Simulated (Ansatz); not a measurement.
MnIr: an elastic run with strain amplitude 0.0002

Level of theory: DFT PBEsol, scalar-relativistic, plane waves, PAW (Ansatz).

Launched with:
```bash
ansatz run input.yaml --threads 1 --pin off --max-ram 3072MiB --backend cpu --events-out ev --progress --plain --runs-dir out
```

Input (bare energies are in eV):
```yaml
crystal:
  lattice:
    - [2.6238187995, 0.0, 0.0]
    - [0.0, 2.6238187995, 0.0]
    - [0.0, 0.0, 3.6146833136]
  atoms:
    - { symbol: Mn, position: [0.5, 0.5, 0.5], spin: 1.31 }
    - { symbol: Ir, position: [0.0, 0.0, 0.0] }
basis:
  ecutwfc: 420
kpoints:
  mp_grid: { grid: [16, 16, 12] }
hamiltonian:
  xc: pbesol
scf:
  occupations: { method: gaussian, width: 0.2 }
output:
  forces: true
  stress: true
  eigenvalues: true
  populations: true
magnetization:
  spin_polarized: true
elastic:
  mode: relaxed_ion
  stencil: two_point
  amplitude: 0.0002
```

From the output:
```
--- Elastic constants: 4 strain directions × 2 members + reference (group order 16) ---
  dense FFT box of the reference and of every strained cell: 18×18×25
  strains applied: 11, 33, 23, 12; error gains: componentwise 1.00 (the most a stress slope's error grows in a printed constant), spectral 1.41 (1 for all six strains in a standard setting)
  C = ∂σ_k/∂η_j (tension-positive GPa; Voigt order 11 22 33 23 13 12):
       675.228     68.739    199.501      0.000      0.000     -0.000
        68.739    675.228    199.501      0.000      0.000     -0.000
       199.709    199.709    511.926      0.000      0.000     -0.000
         0.000      0.000      0.000    249.618      0.000      0.000
         0.000      0.000      0.000      0.000    249.618      0.000
        -0.000     -0.000      0.000      0.000      0.000    140.278
  reference stress σ⁰ (GPa):      0.000      0.000      0.000     -0.000     -0.000     -0.000
  C* (energy form; C + prestress term) asymmetry max|C*_kj − C*_jk| = 2.079e-1 GPa — a small one proves nothing (zero by symmetry where the batch's group is 432, −43m or m−3m); a large one is finite-difference/SCF noise where every solve ...
  moduli (Voigt/Reuss/Hill, GPa): K = 310.92/310.68/310.80   G = 220.87/202.98/211.92   E = 518.03   ν = 0.222
  mechanically stable: yes (min eigenvalue of sym C = 140.28 GPa)
  strain η (Voigt 11):  stress-route row diagonal C_11 = 675.23 GPa, energy-path curvature d²(F+E_count+ΔE)/dδ²/Ω₀ = 676.02 GPa
         δ    σ_11 (GPa) F (eV) n_scf n_hpsi n_pw
    -2.000e-4      -0.1349      -15668.1201675      13  525474    505   relax 0 steps, max|allowed force component| 2.48e-29 eV/Å
     2.000e-4       0.1352      -15668.1201663       5  287654    505   relax 0 steps, max|allowed force component| 2.45e-29 eV/Å
  strain η (Voigt 33):  stress-route row diagonal C_33 = 511.93 GPa, energy-path curvature d²(F+E_count+ΔE)/dδ²/Ω₀ = 511.02 GPa
         δ    σ_33 (GPa) F (eV) n_scf n_hpsi n_pw
    -2.000e-4      -0.1021      -15668.1201681      13  304642    505   relax 0 steps, max|allowed force component| 1.97e-31 eV/Å
     2.000e-4       0.1026      -15668.1201672       6  198589    505   relax 0 steps, max|allowed force component| 5.52e-29 eV/Å
  strain η (Voigt 23):  stress-route row diagonal C_44 = 249.62 GPa, energy-path curvature d²(F+E_count+ΔE)/dδ²/Ω₀ = 249.46 GPa
         δ    σ_23 (GPa) F (eV) n_scf n_hpsi n_pw
    -2.000e-4      -0.0499      -15668.1201685       8  651560    505   relax 0 steps, max|allowed force component| 0.00e0 eV/Å
     2.000e-4       0.0499      -15668.1201685       4  449526    505   relax 0 steps, max|allowed force component| 0.00e0 eV/Å
  strain η (Voigt 12):  stress-route row diagonal C_66 = 140.28 GPa, energy-path curvature d²(F+E_count+ΔE)/dδ²/Ω₀ = 140.29 GPa
         δ    σ_12 (GPa) F (eV) n_scf n_hpsi n_pw
    -2.000e-4      -0.0281      -15668.1201687       8  375354    505   relax 0 steps, max|allowed force component| 5.21e-29 eV/Å
     2.000e-4       0.0281      -15668.1201687       4  255853    505   relax 0 steps, max|allowed force component| 2.07e-28 eV/Å
--- Löwdin populations: 2 sites ---
  site symbol q [e]    m [muB]
     0     Mn     14.7991     1.2275
     1     Ir     16.8118    -0.1081
  spilling = 0.012160 (of n_electrons = 32.000000)
```

The run took 5.5 min on 1 thread of AMD EPYC 7R43 64-Core Processor (Zen 3) (shared host), peak memory 1.1 GiB.

Beside the reference run (Settings: 420 eV plane-wave cutoff, Γ-centred 16×16×12 mesh, Gaussian smearing of 0.20 eV. Collinear spin, site moments 1.2, -0.1 μB.), the elastic coefficients (GPa; two-point stencil, strain 0.002 and ions relaxed unless stated):
```csv
setting,C11,C12,C44,C33,C13,C66
reference run,675.9,68.9,249.8,512.4,199.7,140.5
strain amplitude 0.0002,675.2,68.7,249.6,511.9,199.5,140.3
```

In a metal, frequencies and elastic constants depend on the k mesh and the smearing, soft modes and shear constants most. Spin–orbit coupling is left out, which matters for heavy elements.